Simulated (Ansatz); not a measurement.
Input:

Hf₂S:
Space group P6₃/mmc (No. 194); a = b = 3.3816 Å, c = 11.7391 Å, α = β = 90.00°, γ = 120.00°

```tsv
atom	site	symmetry	x	y	z
Hf	4f	3m.	0.3333	0.6667	0.1004
S	2b	-6m2	0.0000	0.0000	0.2500
```

This is the r²SCAN-relaxed structure.

Task: All from the program Ansatz at the r²SCAN level (PAW), unless another level is named. Predict the electronic character.

Result: metallic (no gap).

Task: And the formation energy from the elements (no fitted shifts)?

Result: -1.17 eV/atom.

Task: Next, the density of states at the Fermi level?

Result: 0.38 states/eV per atom (mean over ±0.08 eV).

Task: Predict the gap with spin–orbit coupling.

Result: none (metallic).

Space group P6_3/mmc. The first step of the workflow began from a Materials Project structure, measured or hypothetical; the Crystallography Open Database copy checked does not list it. Whether it is the stable phase at ambient conditions was not checked. The r²SCAN relaxation kept the symmetry of its start; its stability against distortions is not shown here. No spin polarisation was allowed. The references are the lowest solids computed at this level, not always the standard phases. Scalar-relativistic: spin–orbit coupling is off unless named, which matters more the heavier the elements.

Potentials: the later of the program's two PAW sets.
